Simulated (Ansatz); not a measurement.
A geometry of Sn away from equilibrium: the start of the relaxation of a randomly generated symmetric cell of Sn (space group No. 21). All values below come from PBEsol (plane waves to 420 eV, PAW, scalar-relativistic; Ansatz, a program for electronic structure). Γ-centred k-mesh 9×9×4 on the run's cell (coarser than for final values), Fermi–Dirac smearing 0.05 eV.

```xyz
4
Lattice="2.3025 -3.3550 0.0000 2.3025 3.3550 0.0000 0.0000 0.0000 8.4405" Properties=species:S:1:pos:R:3:forces:R:3 pbc="T T T" free_energy=-23792.728 pressure_GPa=18.3
Sn     1.1513     1.6775     4.6014    0.0000    0.0000    3.0459
Sn     1.1513    -1.6775     3.8391    0.0000    0.0000   -3.0459
Sn     3.5030     0.0000     0.0000   -5.1898    0.0000    0.0000
Sn     1.1020     0.0000     0.0000    5.1898    0.0000    0.0000
```

Positions in Å, forces in eV/Å, free energy of the cell in eV (comparable only within this code, potentials and settings). Largest force: 5.19 eV/Å, on Sn3, Sn4 (atoms numbered as listed); the geometry lies 1.68 eV/atom above the end of its relaxation.

No spin polarisation in the result.

The run could not lose the symmetry of its start, so the end can be a saddle point.

The end of the path is a generated cell of Sn: the first start was made by a random draw of sites in a space group, and the end was not matched to a known phase here, so it may be hypothetical. Known forms of Sn include space group No. 141, 227.
